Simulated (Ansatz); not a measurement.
**Relaxing a structure of Cu2O**

The start is a generated cell, Cu2O placed in the AFLOW prototype A2B_tI12_140_h_a (C16, as in Al2Cu). A full variable-cell relaxation at zero pressure is run with PBEsol (plane waves to 420 eV, PAW, scalar-relativistic; Ansatz, an electronic-structure program). The first steps use a coarse 7×7×7 k-mesh.

Input geometry:
```yaml
crystal:
  lattice:
    - [-2.50544, 2.50544, 2.01597]
    - [2.50544, -2.50544, 2.01597]
    - [2.50544, 2.50544, -2.01597]
  atoms:
    - { symbol: Cu, position: [0.15800, 0.65800, 0.81600] }
    - { symbol: Cu, position: [0.34200, 0.15800, 0.50000] }
    - { symbol: Cu, position: [0.65800, 0.84200, 0.50000] }
    - { symbol: Cu, position: [0.84200, 0.34200, 0.18400] }
    - { symbol: O, position: [0.75000, 0.75000, 0.00000] }
    - { symbol: O, position: [0.25000, 0.25000, 0.00000] }
```

Q: Which atoms feel the largest initial force, and how large is it?

A: About 0.5 eV/Å, on Cu1, Cu2, Cu3, Cu4 (atoms numbered as listed).

Q: By how much does the energy per atom fall from start to end?

A: 0.37 eV/atom.

Q: How does the volume per atom move from start to end?

A: +19.5 %, from 8.44 to 10.08 Å³/atom.

Q: How do the shortest distances between atoms change?

A: The closest pairs of elements (up to four, under 3.6 Å), start → end: O–O 2.02 → 2.55 Å; Cu–O 2.14 → 2.19 Å; Cu–Cu 2.24 → 2.52 Å.

Q: Is the relaxed structure metallic? Give its gap.

A: Zero (metallic).

The space group stays I4/mcm (No. 140) (the run could not lower it), with 6 atoms in the primitive cell. Final values are on a 14×14×14 k-mesh of the relaxed cell. No spin polarisation in the result. No Hubbard U is applied.

The run could not lose the symmetry of its start, so the end can be a saddle point.

The relaxed structure here is a generated cell of Cu2O: the first start was made by placing the elements on the sites of a structure type, and the end was not matched to a known phase here, so it may be hypothetical. Known forms of Cu2O include space group No. 224.
